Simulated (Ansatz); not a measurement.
Given:

ZrB₂:
```yaml
crystal:
  lattice:
    - [-1.74228, 1.74228, 3.15340]
    - [1.74228, -1.74228, 3.15340]
    - [1.74228, 1.74228, -3.15340]
  atoms:
    - { symbol: Zr, position: [0.00000, 0.00000, 0.00000] }
    - { symbol: B, position: [0.37741, 0.37741, 0.00000] }
    - { symbol: B, position: [0.62259, 0.62259, 0.00000] }
```

This is the r²SCAN-relaxed structure.

Task: All from the program Ansatz at the r²SCAN level (PAW), unless another level is named. Estimate the electronic character.

Result: metallic (no gap).

Task: Predict the density of states at the Fermi level.

Result: 0.44 states/eV per atom (mean over ±0.08 eV).

Task: What about the formation energy from the elements (no fitted shifts)?

Result: 0.041 eV/atom.

Task: Next, the gap with spin–orbit coupling?

Result: none (metallic).

Space group I4/mmm (MoSi2 or CaC2 type). A made-up cell: these elements were put on the sites of a structure type; neither database checked (COD, Materials Project) lists it. It is not the phase usual at ambient conditions (space group No. 191). The r²SCAN relaxation kept the symmetry of its start; its stability against distortions is not shown here. The run is not spin-polarised. The references are the lowest solids computed at this level, not always the standard phases. Scalar-relativistic: spin–orbit coupling is off unless named, which matters more the heavier the elements.

Potentials: the later of the program's two PAW sets.
